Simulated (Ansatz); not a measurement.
**Sn, first-principles data**

Sn:
```
CELL_PARAMETERS angstrom
     -2.02508     2.02508     1.65622
      2.02508    -2.02508     1.65622
      2.02508     2.02508    -1.65622
ATOMIC_POSITIONS crystal
  Sn 0.00000 0.00000 0.00000
```

Space group I4/mmm (No. 139), body-centred tetragonal; conventional cell a = b = 4.0502 Å, c = 3.3124 Å, α = β = γ = 90.00°.

Method: r²SCAN (plane waves, PAW; program Ansatz). The cell and atoms are relaxed at this level. Other levels are named where they apply.

### Cell and energy

```yaml
volume_per_atom: 27.17 Å³
density: 7.26 g/cm³
```

### Electronic structure

```yaml
electronic_character: metallic (no gap)
Density of states at the Fermi level: 0.52 states/eV per atom (mean over ±0.08 eV)
Gap with spin–orbit coupling: none (metallic)
```

### Mechanics

```yaml
Bulk modulus (Birch–Murnaghan fit): 50.6 GPa
Pressure derivative B′: 5.3
Elastic constants (relaxed ions, GPa): C11 = 59.5, C12 = 38.1, C13 = 47.4, C33 = 84.0, C44 = 7.2, C66 = 31.6
mechanical_stability: stable (all eigenvalues of C positive)
hill_bulk_and_shear_moduli: 50.4 and 12.1 GPa
Young's modulus: 33.6 GPa
Poisson's ratio: 0.39
debye_temperature_from_the_elastic_constants: 144 K
```

This is a known high-pressure phase of the composition, computed here at zero pressure and temperature. Symmetry was held in the r²SCAN relaxation; its stability against distortions is not shown here. As this level gives no gap, shear constants depend on the k-mesh and smearing (Fermi–Dirac, 0.1 eV here). Axis ratios of metals converge slowly with the k-mesh, so a and c are less sure than the volume. On the denser mesh and wider smearing of the elastic run this cell carries a stress of 0.4 GPa. Scalar-relativistic: spin–orbit coupling is off unless named, which matters more the heavier the elements.

Potentials: the later of the program's two PAW sets.
